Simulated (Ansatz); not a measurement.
Clean, relaxed (111) surface of W, space group Fm-3m (No. 225) (top face towards +c; atoms held fixed, by place in the list: 1, 2):

```xyz
4
Lattice="2.8406 0.0000 0.0000 -1.4203 2.4600 0.0000 0.0000 0.0000 23.9579" Properties=species:S:1:pos:R:3 pbc="T T T"
W     1.4203    0.8200    8.5000
W     0.0000    1.6400   10.8193
W     0.0000    0.0000   13.1623
W     1.4203    0.8200   15.4974
```

Level of theory: DFT r2SCAN, scalar-relativistic, plane waves, PAW (Ansatz). Settings: cutoff 500 eV, Γ-centred mesh 12×12×1 on the computed 4-atom cell, Gaussian smearing of 0.10 eV; no spin polarisation. A dipole correction removes the field between periodic images along c.

E_ads counts from the clean slab and the free adsorbate (spin-polarised where it has unpaired electrons); negative means bound. With the adsorbate the cell is lengthened along c to keep the vacuum.

Q: CO is put at the top (W) at (0.67, 0.33) site, one adsorbate per 7.0 Å². What structure does it relax to?

A: E_ads = -1.61 eV. Contacts: C–W 2.05 Å. Bonds within the adsorbate: C–O 1.14 Å.

```
W C O
1.0
     2.84056    0.00000    0.00000
    -1.42028    2.45999    0.00000
     0.00000    0.00000   27.10791
W C O
4 1 1
Direct
  0.66667 0.33333 0.31356
  0.33333 0.66667 0.39912
  0.00000 0.00000 0.48505
  0.66667 0.33333 0.57214
  0.66667 0.33333 0.64761
  0.66667 0.33333 0.68977
```

Each end is the local minimum or symmetric point that its start leads to. This isn't the usual crystal structure of W. The slab is only 7.0 Å thick, so the energies aren't converged with thickness.

For at least one of the starts the bottom face's work function also shifts by over 0.1 eV: the slab is too thin to screen the adsorbate, so the work functions aren't converged with thickness.